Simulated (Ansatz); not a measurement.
NiGe:
```yaml
crystal:
  lattice:
    - [5.28395, 0.00000, 0.00000]
    - [0.00000, 3.46777, 0.00000]
    - [0.00000, 0.00000, 5.72049]
  atoms:
    - { symbol: Ni, position: [0.50732, 0.25000, 0.68934] }
    - { symbol: Ni, position: [0.49268, 0.75000, 0.31066] }
    - { symbol: Ni, position: [0.99268, 0.75000, 0.18934] }
    - { symbol: Ni, position: [0.00732, 0.25000, 0.81066] }
    - { symbol: Ge, position: [0.68867, 0.25000, 0.09020] }
    - { symbol: Ge, position: [0.31133, 0.75000, 0.90980] }
    - { symbol: Ge, position: [0.81133, 0.75000, 0.59020] }
    - { symbol: Ge, position: [0.18867, 0.25000, 0.40980] }
```

Relaxed with PBEsol. Special points in fractions of this cell's reciprocal vectors: Γ (0.000, 0.000, 0.000); X (0.500, 0.000, 0.000); S (0.500, 0.500, 0.000); Y (0.000, 0.500, 0.000); Z (0.000, 0.000, 0.500); U (0.500, 0.000, 0.500); R (0.500, 0.500, 0.500); T (0.000, 0.500, 0.500).

### Question
List the band energies nearest the Fermi level at these points for DFT-PBEsol with spin–orbit coupling in the program Ansatz with PAW potentials.

### Answer
In eV from the Fermi level; about four levels below and three above (degenerate sets whole), none deeper than 8.9 eV; points with the same levels are listed once.

```
k                                            below                                    above
-  -----------------------------------------------  ---------------------------------------
Γ                          -1.04 -1.04 -0.80 -0.80                      0.77 0.77 0.89 0.89
X                          -1.57 -1.57 -1.57 -1.57                      0.87 0.87 0.87 0.87
S                          -1.38 -1.38 -1.38 -1.38  0.35 0.35 0.35 0.35 0.36 0.36 0.36 0.36
Y                          -0.48 -0.48 -0.48 -0.48                      2.08 2.08 2.08 2.08
Z                          -0.13 -0.13 -0.13 -0.13                      0.99 0.99 0.99 0.99
U                          -0.87 -0.87 -0.87 -0.87                      0.81 0.81 0.81 0.81
R  -1.58 -1.58 -1.58 -1.58 -1.58 -1.58 -1.58 -1.58                      2.58 2.58 2.58 2.58
T                          -1.50 -1.50 -1.50 -1.50                      0.46 0.46 0.46 0.46
```

Space group Pnma. The PBEsol relaxation kept the symmetry of its start; of distortions, only those at the zone centre were tested. The run is not spin-polarised.

Potentials: the later of the program's two PAW sets.
